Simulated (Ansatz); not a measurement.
HfN:
```
HfN
1.0
    0.00000     2.23398     2.23398
    2.23398     0.00000     2.23398
    2.23398     2.23398     0.00000
N Hf
1 1
Direct
  0.00000   0.00000   0.00000
  0.50000   0.50000   0.50000
```

This is the LDA-relaxed structure.

Problem. All from DFT-LDA in the program Ansatz with PAW potentials, unless another level is named. Give the electronic character.

Solution. metallic (no gap).

Problem. Predict the formation energy from the elements (no fitted shifts).

Solution. -2.07 eV/atom.

Problem. Give the density of states at the Fermi level.

Solution. 0.29 states/eV per atom (mean over ±0.08 eV).

Space group Fm-3m (rock salt). The cell was relaxed with LDA under the symmetry of its start; of distortions, only those at the zone centre were tested. No spin polarisation was allowed. With an odd number of electrons in the cell and no spin polarisation, the count alone makes it a metal. The references are the lowest solids computed at this level, not always the standard phases (solids in place of the gases). Spin–orbit coupling is left out wherever it is not named.

Potentials: the later of the program's two PAW sets.
